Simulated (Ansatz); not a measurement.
Starting cell, HfN (rock salt):

```xyz
2
Lattice="0.0000 2.2739 2.2739 2.2739 0.0000 2.2739 2.2739 2.2739 0.0000" Properties=species:S:1:pos:R:3 pbc="T T T"
N      0.0000     0.0000     0.0000
Hf     2.2739     2.2739     2.2739
```

In each cell atom 2 (Hf, nearest neighbour N at 2.274 Å; its periodic images, 3.2 Å or more away, move with it) moves by s·(-1.000, 0.000, 0.000) (towards the nearest neighbour), the rest being held.

Method: PBE (plane waves to 420 eV, PAW, scalar-relativistic; Ansatz, a program for electronic structure). k mesh 14×14×14 (Γ-centred), Fermi-Dirac smearing 0.05 eV. With partly filled bands, energies and forces of such displacements shift with the k mesh and the smearing. F∥ is the force on the atom along that direction. HfN is run without spin polarisation. HfN was relaxed with its symmetry unable to fall. Spin-orbit coupling is left out, though Hf is heavy. 

```tsv
s (Å)	F∥ (eV/Å)
-0.230	2.688
-0.184	2.093
-0.138	1.535
-0.092	1.013
-0.046	0.509
0.000	0.000
0.046	-0.509
0.092	-1.013
0.138	-1.535
0.184	-2.093
0.230	-2.688
```

### Question
What is the force constant k = d²E/ds² of this move at s = 0?

### Answer
11.1 eV/Å². The forces along the line at the two nearest points give (0.509 − (-0.509)) / (2·0.046) = 11.07 eV/Å²; the next pair corrects for the finite step.

### Question
With two atoms in the cell this is the zone-centre optical mode. What wavenumber follows?

### Answer
482 cm⁻¹. Reduced mass μ = 12.99 u; ν̃ = 521.5·√(k/μ) with k = 11.08 eV/Å².

(For displaced atoms, the force is minus the slope of the energy, and its curvature is a force constant, which sets phonon frequencies.)
